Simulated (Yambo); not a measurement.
G0W0@PBEsol for Mg₂Si (space group Fm-3m, No. 225) in Yambo. Reference settings: 4×4×4 Γ-centred k mesh, bands 9 to 143 and a 10 Ry block in the screening, 143 bands in G with the Bruneval-Gonze terminator, plasmon pole fitted at 27.2 eV. The PBEsol gap Γ → X on this mesh is 0.11 eV; G0W0 gaps are taken between the same points.

The settings were changed. The gap went from 0.70 eV to 0.37 eV, and the shift of the valence edge from -0.62 eV to -0.17 eV.

Problem. Name the change that produced these shifts.
(A) 2 Ry block
(B) 89 bands in W, 89 bands in G
(C) 62 bands in W
(D) 51 bands in G, no terminator

Solution. A, 2 Ry block. The others gave (gap, valence shift): 62 bands in W: 0.65, -0.48 eV; 51 bands in G, no terminator: 0.58, -0.33 eV; 89 bands in W, 89 bands in G: 0.67, -0.55 eV.

Geometry relaxed with PBEsol; primitive cell a = b = c = 4.4718 Å, α = β = γ = 60.00°.

A shift is the quasiparticle energy of the state minus its PBEsol energy.
